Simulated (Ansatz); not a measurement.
One crystal and one scan (energy against volume) at two levels, PBE (plane waves to 420 eV, PAW, scalar-relativistic; Ansatz, a quantum-chemistry and plane-wave program) and r2SCAN (plane waves to 500 eV, PAW, scalar-relativistic; Ansatz), each from its own relaxed cell and on its own mesh. The cell shown is that of PBE.

MnO (rock salt)

```xyz
2
Lattice="0.0000 2.2202 2.2202 2.2202 0.0000 2.2202 2.2202 2.2202 0.0000" Properties=species:S:1:pos:R:3 pbc="T T T"
O      0.0000     0.0000     0.0000
Mn     2.2202     2.2202     2.2202
```

Equation-of-state scan: isotropic scaling of the cell above, V₀ being its volume. Symmetry pins the atoms to their sites.

Energies are smeared free energies. MnO is run spin-polarised and with no Hubbard U; the real compound is an antiferromagnetic insulator, a state that this run doesn't describe. MnO was relaxed with its symmetry unable to fall. Relaxed MnO ends ferromagnetic. The magnetic order is the one the run started from; other orders were not tried. (PBE) Relaxed MnO ends ferromagnetic. (r2SCAN) Relaxed MnO ends ferromagnetic. Both scans cover V/V₀ from 0.840 to 1.160.

ΔE (meV/atom), each from the relaxed starting cell of its own level:

```tsv
V/V₀	PBE	r2SCAN
0.840	121	174
0.867	80	117
0.893	49	73
0.920	27	40
0.947	12	17
0.973	3	4
1.000	0	0
1.027	2	4
1.053	10	15
1.080	21	32
1.107	37	55
1.133	56	withheld
1.160	79	113
```

Question: Estimate the r2SCAN value at 1.133 from the PBE value there and the ratio of the two levels in the two nearest given rows on that side of the minimum.

Answer: At 1.107 and 1.160 the ratio r2SCAN/PBE averages 1.458, which gives 1.458 × 56 = 82 meV/atom. The calculation gives 82 meV/atom, +46.4 % against PBE.

(A scan under strain: stresses follow from slopes of the energy per volume, elastic moduli from its curvatures.)
